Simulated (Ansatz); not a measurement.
## Ca: axial (c/a) deformation path

Method: DFT LDA, scalar-relativistic, plane waves, PAW (Ansatz 0.2.0). Cutoff 420 eV, Γ-centred 15×15×8 k-points, Gaussian smearing of 0.15 eV. No spin polarisation. Energies are free energies at this smearing, counted from the undisturbed cell; pressure is positive in compression.

The starting cell (as given, not relaxed at this level; it stands at -2.3 GPa; this form isn't the usual structure):

```
Ca
1.0
     3.98000    0.00000    0.00000
    -1.99000    3.44678    0.00000
     0.00000    0.00000    6.52000
Ca
2
Direct
  0.33333 0.66667 0.25000
  0.66667 0.33333 0.75000
```

At fixed volume and fractional coordinates, lengths along (0.000, 0.000, 1.000) are scaled against those across it; ρ is that ratio over its starting value. The cell is metallic on the mesh throughout.

Over the sampled range (0.850 to 1.200), is the undisturbed cell the lowest point?

Yes, every other sampled point lies higher.

The scan:

| ρ | ΔE (meV/atom) |
| --- | --- |
| 0.850 | 50.5 |
| 0.920 | 14.4 |
| 0.960 | 3.9 |
| 1.000 | 0.0 |
| 1.100 | 20.5 |
| 1.200 | 80.6 |